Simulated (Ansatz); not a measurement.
A (001) slab of relaxed bulk Pt (Fm-3m, 15.04 Å³/atom, gap on the mesh 0.00 eV), 4 planes in a 6×1 cell with the lowest 2 held; added atoms sit on lattice sites of the next plane. A dipole correction is on. The surface energy is the mean of the held and the free face; step energies are per length and the mean of the stripe's two steps, which run along the shortest translation of the plane; step and island energies count from the flat slab and bulk atoms.

All numbers below come from Ansatz 0.2.0, DFT PBEsol, scalar-relativistic, plane waves, PAW.

Cutoff 420 eV, Gaussian smearing of 0.10 eV, energies at zero smearing, symmetry of each start kept, no spin polarisation.

```
            start atoms k mesh surface energy (J/m²) step energy (meV/Å)
        flat slab     24  2×12×1                   2.23                    -
stripe of 2 atoms     26  2×12×1                      -                   21
stripe of 3 atoms     27  2×12×1                      -                   24
```

A dash: not computed, or not clear enough to read.

Zero in every row: gap on the mesh (eV).

Spin-orbit coupling is left out, which matters for the bands of heavy elements.

Small energy differences in metals hang on the k mesh (about 10 mJ/m² or 1 to 2 meV/atom on the mesh of the relaxation).